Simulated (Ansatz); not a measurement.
Here is the system:

B:
```xyz
4
Lattice="1.4632 -2.6533 0.0000 1.4632 2.6533 0.0000 0.0000 0.0000 3.2476" Properties=species:S:1:pos:R:3 pbc="T T T"
B      1.4632    -1.8247     0.2919
B      1.4632    -0.8286     1.9156
B      1.4632     0.8286     1.3319
B      1.4632     1.8247     2.9557
```

This is the PBEsol-relaxed structure.

Q: All from PBEsol in the plane-wave PAW code Ansatz, unless another level is named. Estimate the bulk modulus (Birch–Murnaghan fit).

A: 270 GPa.

Q: Next, the highest zone-centre frequency?

A: 952 cm^-1.

Space group Cmce. The start of the workflow was typed in or built on a structure type; neither database checked (COD, Materials Project) lists it. It is not the phase usual at ambient conditions (space group No. 166). The cell was relaxed with PBEsol under the symmetry of its start; of distortions, only those at the zone centre were tested. As this level gives no gap, phonon frequencies hold no LO–TO term and depend on the k-mesh and smearing (Fermi–Dirac, 0.1 eV here).

Potentials: the later of the program's two PAW sets.
